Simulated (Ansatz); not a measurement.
Trial structures of TiH5: starts and ends

The calculation used DFT PBE, scalar-relativistic, plane waves, PAW (Ansatz). Settings: cutoff 420 eV, Γ-centred meshes spaced at most about 0.3 Å⁻¹, and about 0.25 Å⁻¹ or finer for metals (2π included), Gaussian smearing. No spin polarisation in the final relaxations.

Each guess was relaxed in cell and atoms at zero pressure, within the symmetry of its start. Temperature and zero-point effects are left out. Coordination counts H atoms around Ti (those within 1.25 times the shortest such distance or 1.15 times the sum of covalent radii; a plus sign parts nearer from farther groups).

| guess | made from | start group | V start (Å³/atom) | end group | V end (Å³/atom) | coordination at the end | gap on mesh (eV) | E over the lowest end (meV/atom) |
| --- | --- | --- | --- | --- | --- | --- | --- | --- |
| 1 | Li5Mg type | P-6m2 | 11.8 | P-6m2 | 8.5 | Ti 6 | 0 | 106 |
| 2 | CeIr5 type | P6/mmm | 9.1 | P6/mmm (CaCu5) | 4.7 | Ti 6+12 | 0 | 23 |
| 3 | Be5Fe type | F-43m | 9.2 | F-43m | 4.8 | Ti 16 | 0 | 0 |
| 4 | random cell | I4/mmm | 10.4 | ? | ? | ? | ? | ? |

Guess 4 as it starts:

```cif
data_structure
_symmetry_space_group_name_H-M 'I4/mmm'
_symmetry_Int_Tables_number 139
_cell_length_a 4.4172
_cell_length_b 4.4172
_cell_length_c 6.3793
_cell_angle_alpha 90.000
_cell_angle_beta 90.000
_cell_angle_gamma 90.000
_cell_volume 124.47
loop_
_atom_site_label
_atom_site_type_symbol
_atom_site_symmetry_multiplicity
_atom_site_Wyckoff_symbol
_atom_site_fract_x
_atom_site_fract_y
_atom_site_fract_z
_atom_site_occupancy
Ti1 Ti 2 a 0.00000 0.00000 0.00000 1
H1 H 4 e 0.00000 0.00000 0.23482 1
H2 H 4 d 0.00000 0.50000 0.25000 1
H3 H 2 b 0.50000 0.50000 0.00000 1
```

Problem. Fill in the missing row: what does this guess relax into, and where does it rank?

Solution. It ends in space group I4/mmm (No. 139), with a = 3.635 Å, c = 5.258 Å, 5.8 Å³/atom and no gap. It lies 172 meV/atom over the lowest end, above guess 1 and so the highest of the set. Counting H atoms around Ti, this end has Ti 2 and the lowest (guess 3) has Ti 16. This end holds H–H units of three or more atoms (shortest 0.89 Å); in the lowest (guess 3) the shortest H–H distance is 1.71 Å.

```cif
data_structure
_symmetry_space_group_name_H-M 'I4/mmm'
_symmetry_Int_Tables_number 139
_cell_length_a 3.6348
_cell_length_b 3.6348
_cell_length_c 5.2581
_cell_angle_alpha 90.000
_cell_angle_beta 90.000
_cell_angle_gamma 90.000
_cell_volume 69.47
loop_
_atom_site_label
_atom_site_type_symbol
_atom_site_symmetry_multiplicity
_atom_site_Wyckoff_symbol
_atom_site_fract_x
_atom_site_fract_y
_atom_site_fract_z
_atom_site_occupancy
Ti1 Ti 2 a 0.00000 0.00000 0.00000 1
H1 H 4 e 0.00000 0.00000 0.33106 1
H2 H 4 d 0.00000 0.50000 0.25000 1
H3 H 2 b 0.50000 0.50000 0.00000 1
```

The zero of energy is the elements' standard structures at the same level (H₂ as a molecule); no fitted shifts are applied.

Problem. Is the lowest end bound against the elements?

Solution. No: its formation energy is +0.33 eV/atom. A positive value: parting into the elements would lower its energy.

No dispersion correction is applied, so the spacing and binding between layers, chains or molecules are poorly described (P-6m2), and this can change margins and order among such cells. A magnetic state wasn't ruled out in cells without spin, among them I4/mmm. With hydrogen, zero-point motion can shift formation energies by some tens of meV/atom. Cells relaxed within their symmetry can be saddle points. A lower structure may well exist outside this small set. Some structure types and database cells were kept out of the candidates from the start, so a known form may be missing.
